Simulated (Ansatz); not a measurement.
Given:

SrAgSF:
```yaml
crystal:
  lattice:
    - [3.98251, 0.00000, 0.00000]
    - [0.00000, 3.98251, 0.00000]
    - [0.00000, 0.00000, 8.76814]
  atoms:
    - { symbol: Sr, position: [0.00000, 0.50000, 0.84240] }
    - { symbol: Sr, position: [0.50000, 0.00000, 0.15760] }
    - { symbol: Ag, position: [0.50000, 0.50000, 0.50000] }
    - { symbol: Ag, position: [0.00000, 0.00000, 0.50000] }
    - { symbol: S, position: [0.00000, 0.50000, 0.30645] }
    - { symbol: S, position: [0.50000, 0.00000, 0.69355] }
    - { symbol: F, position: [0.50000, 0.50000, 0.00000] }
    - { symbol: F, position: [0.00000, 0.00000, 0.00000] }
```

This is the LDA-relaxed structure. x, y and z are the axes in which the lattice vectors are written.

Q: All from LDA in the plane-wave PAW code Ansatz, unless another level is named. Predict the Poisson's ratio.

A: 0.30.

Q: Next, the elastic constants (relaxed ions, GPa)?

A: C11 = 139, C12 = 48.2, C13 = 57.6, C33 = 92.2, C44 = 40.6, C66 = 35.3.

Q: What about the vibrational entropy at 300 K?

A: 34.4 J/(K·mol of atoms).

Q: Give the zero-point energy.

A: 32.3 meV/atom.

Space group P4/nmm. The first step of the workflow began from a Materials Project structure, measured or hypothetical; the Crystallography Open Database copy checked does not list it. Whether it is the stable phase at ambient conditions was not checked. The LDA relaxation kept the symmetry of its start; phonons on a q-mesh show no instability. The run is not spin-polarised.

Potentials: the later of the program's two PAW sets.
